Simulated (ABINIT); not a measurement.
ABINIT input for TiTe$_{2}$, PBE with JTH PAW datasets:

```
pp_dirpath "./pseudo"
pseudos "Ti.GGA_PBE-JTH.xml, Te.GGA_PBE-JTH.xml"

acell 3*1.0 angstrom
rprim
    3.824209995927     0.000000000000     0.000000000000
   -1.912104997963     3.311863005879     0.000000000000
    0.000000000000     0.000000000000     6.718250000000
ntypat 2
znucl 22 52
natom 3
typat 1 2 2
xred
    0.000000000000     0.000000000000     0.000000000000
    0.666666666667     0.333333333333     0.749830000000
    0.333333333333     0.666666666667     0.250170000000
tolsym 1e-5
chksymtnons 0
chkprim 0

ecut 20
pawecutdg 40
pawovlp 20
ngkpt 12 12 6
nshiftk 1
shiftk 0 0 0
nband 15
occopt 3
tsmear 0.003
tolvrs 1e-10
nstep 90

nucefg 2
quadmom 0.302 0
nucfc 1
prtwf 0
prtden 0
prteig 0
prtebands 0
prtgsr 0
```

The cell comes from the Materials Project (a computed structure). It is TiTe2 in P-3m1; whether this form has been observed was not checked. Stability against distortions was not tested. Forces on the atoms reach 0.21 eV/Å at this level. The layers lie 3.4 Å apart; this gap hangs on dispersion, and neither it nor the stacking was checked against the measured crystal. The run has no spin polarisation.

Each row changes or adds one setting. The quadmom values are sizes without sign and don't touch the SCF cycle. The limit is 90 steps.  The run is metallic or nearly gapless at this level (smeared occupations).

Q: Which of these changes costs the most SCF steps: diemac = 1000; diemac = 40; diemix = 0.2; iscf = 3; nline = 1; npulayit = 12; wfoptalg = 114; wfoptalg = 14?

A: nline = 1, with 90 steps against 17 and no convergence.

```csv
setting typed,SCF steps,k-points,converged
as in the input,17,100,yes
diemac = 1000,17,100,yes
diemac = 40,17,100,yes
diemix = 0.2,27,100,yes
iscf = 3,39,100,yes
nline = 1,90,100,no
npulayit = 12,16,100,yes
wfoptalg = 114,13,100,yes
wfoptalg = 14,13,100,yes
```
